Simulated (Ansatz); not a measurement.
AlB₂W₂:
```yaml
crystal:
  lattice:
    - [1.53879, -5.76579, 0.00000]
    - [1.53879, 5.76579, 0.00000]
    - [0.00000, 0.00000, 3.12288]
  atoms:
    - { symbol: Al, position: [0.00000, 0.00000, 0.00000] }
    - { symbol: W, position: [0.35625, 0.64375, 0.50000] }
    - { symbol: W, position: [0.64375, 0.35625, 0.50000] }
    - { symbol: B, position: [0.20523, 0.79477, 0.00000] }
    - { symbol: B, position: [0.79477, 0.20523, 0.00000] }
```

Relaxed with r²SCAN.

### Question
Map the electron localisation function on the plane through (0.000, 0.000, 0.000) spanned by u = [0, 0, 1] and v = [1, -1, 0] in lattice vectors, from DFT-r²SCAN in the program Ansatz with PAW potentials.

### Answer
x is the fraction of u, y of v (the angle between them is 90°; rows are the nearest grid lines); atoms in the plane: Al at (0.00, 0.00), W at (0.50, 0.36), W at (0.50, 0.64), B at (0.00, 0.21), B at (0.00, 0.79).
```
|#:  -+*****+-  :#|
| .:+*###*###*+:. |
|++*###########*++|
|@@@%%#*****#%%@@@|
|.:*@@%*+=+*%@@*:.|
|  =%@%*===*%@%=  |
|=+#%#+-:::-+#%#+=|
|**=--+%@@@%+--=**|
|=-::*@%: :%@*::-=|
|*+-:=%@@@@@%=:-+*|
|#*+--=+###+=--+*#|
|*******+++*******|
|*******+++*******|
|#*+--=+###+=--+*#|
|*+-:=%@@@@@%=:-+*|
|=-::*@%: :%@*::-=|
|**=--+%@@@%+--=**|
|=+#%#+-:::-+#%#+=|
|  =%@%*===*%@%=  |
|.:*@@%*+=+*%@@*:.|
|@@@%%#*****#%%@@@|
|++*###########*++|
| .:+*###*###*+:. |
|#:  -+*****+-  :#|
```
Scale: ten equal steps from 0.011 (start of ' ') to 0.698 (end of '@'), in the order ' .:-=+*#%@'; x runs from 0.000 to 1.00, y from 0.000 (bottom) to 1.00 (top).

The density is the valence pseudo-density with augmentation charge, so density and ELF within about 1 Å of a nucleus are not all-electron values.

Space group Cmmm. The start of the workflow was typed in or built on a structure type; neither database checked (COD, Materials Project) lists it. Its standing as an ambient phase is unchecked. Symmetry was held in the r²SCAN relaxation; its stability against distortions is not shown here. The run is not spin-polarised. Scalar-relativistic: spin–orbit coupling is off unless named, which matters more the heavier the elements.

Potentials: the earlier of the program's two PAW sets.
